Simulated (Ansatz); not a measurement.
An Ansatz (a first-principles code) input:

Ansatz 0.2 input:
```yaml
crystal:
  lattice:
    - [3.1065479893, 0.0, 0.0]
    - [-1.5532739946, 2.6903494768, 0.0]
    - [0.0, 0.0, 4.9781539846]
  atoms:
    - { symbol: Al, position: [0.6666666667, 0.3333333333, 0.4991967976] }
    - { symbol: Al, position: [0.3333333333, 0.6666666667, 0.9991967976] }
    - { symbol: N, position: [0.6666666667, 0.3333333333, 0.8808032024] }
    - { symbol: N, position: [0.3333333333, 0.6666666667, 0.3808032024] }
kpoints:
  mp_grid: { grid: [9, 9, 5] }
hamiltonian:
  xc: r2scan
  pseudopotentials: { azcp: { folder: ./paw }, kind: paw }
scf:
  occupations: { method: fixed }
output:
  optics: { e_range: [0.0, 15.0], de: 0.05, sigma: 0.1, bands: { spectra_wanted_up_to: 12 eV } }
```

Question: How many symmetry operations and irreducible k-points will the run report?

Answer: 12 operations, 36 of 405 k-points.

Question: With a cutoff of 500 eV, how many plane waves at Γ?

Answer: 1087.

It took roughly 40 core-seconds on shared server cores.

Space group P6_3mc (wurtzite). Symmetry was held in the r²SCAN relaxation; phonons on a q-mesh show no instability.

Potentials: the earlier of the program's two PAW sets.

Ansatz is a plane-wave DFT program.
